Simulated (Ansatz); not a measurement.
BeS:
```yaml
crystal:
  lattice:
    - [3.41176, 0.00000, 0.00000]
    - [-1.70588, 2.95467, 0.00000]
    - [0.00000, 0.00000, 5.62487]
  atoms:
    - { symbol: Be, position: [0.33333, 0.66667, 0.99946] }
    - { symbol: S, position: [0.66667, 0.33333, 0.12554] }
    - { symbol: Be, position: [0.66667, 0.33333, 0.49946] }
    - { symbol: S, position: [0.33333, 0.66667, 0.62554] }
```

Relaxed with PBEsol. Special points in fractions of this cell's reciprocal vectors: Γ (0.000, 0.000, 0.000); M (0.500, 0.000, 0.000); K (0.333, 0.333, 0.000); A (0.000, 0.000, 0.500); L (0.500, 0.000, 0.500); H (0.333, 0.333, 0.500).

**Question.** List the band energies nearest the valence-band maximum at these points for plane-wave PAW PBEsol (Ansatz code).

**Answer.** In eV from the valence-band maximum; about four levels below and three above (degenerate sets whole), none deeper than 8.9 eV; points with the same levels are listed once.

```csv
k,below,above
Γ,-1.17 -1.17 -0.17 0.00 0.00,5.05 5.35 5.35
M,-3.89 -2.75 -2.41 -1.14,3.87 5.15 6.21
K,-4.21 -4.21 -3.04 -3.04 -3.04,3.44 8.62 8.62
A,-0.64 -0.64 -0.64 -0.64,5.35 5.35 6.13 6.13 6.13 6.13
L,-2.07 -2.07 -2.05 -2.05,3.96 3.96 5.56 5.56
H,-4.25 -4.25 -1.65 -1.65,5.32 5.32 6.51 6.51
```

Space group P6_3mc (wurtzite). The start of the workflow was typed in or built on a structure type; neither database checked (COD, Materials Project) lists it. COD files the formula under space group No. 216, so this cell is another polymorph or a model. Its standing as an ambient phase is unchecked. The cell was relaxed with PBEsol under the symmetry of its start; phonons on a q-mesh show no instability.

Potentials: the later of the program's two PAW sets.
